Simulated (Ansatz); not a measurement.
# Structure relaxation, BN

The start is a generated cell, BN placed in the NiAs structure type. Cell shape, volume and atoms are optimised at zero target pressure with PBEsol (plane waves to 420 eV, PAW, scalar-relativistic; Ansatz, an electronic-structure program). The first steps use a coarse 10×10×6 k-mesh.

Initial structure:
```
BN
1.0
    2.61270     0.00000     0.00000
   -1.30635     2.26267     0.00000
    0.00000     0.00000     3.64147
B N
2 2
Cartesian
  0.00000   0.00000   0.00000
  0.00000   0.00000   1.82073
  0.00000   1.50844   0.91037
  1.30635   0.75422   2.73110
```

Question: How much energy is released per atom?

Answer: 0.22 eV/atom.

Question: How does the volume change?

Answer: -0.7 %, from 5.38 to 5.35 Å³/atom.

Question: How do the shortest distances between atoms change?

Answer: The closest pairs of elements (up to four, under 3.6 Å), start → end: B–N 1.76 → 1.75 Å; B–B 1.82 → 2.00 Å; N–N 2.36 → 2.46 Å.

Question: What band gap does the relaxed structure have at this level?

Answer: 1.57 eV, indirect (valence top at 32 % of the way from Γ to M, conduction bottom at K) (no spin-orbit coupling).

Question: What does it relax into? Give the structure.

Answer: 
Space group P6₃/mmc (No. 194); a = b = 2.483 Å, c = 4.004 Å, α = β = 90.00°, γ = 120.00°

```csv
atom,site,symmetry,x,y,z
B,2a,-3m.,0.0000,0.0000,0.0000
N,2c,-6m2,0.3333,0.6667,0.2500
```

The space group stays P6₃/mmc (No. 194) (the run could not lower it); the end is NiAs type, with 4 atoms in the primitive cell. Final values are on a 15×15×8 k-mesh of the relaxed cell. No spin polarisation in the result.

The run could not lose the symmetry of its start.

All atoms sit on sites fixed by symmetry, so only the cell could relax.
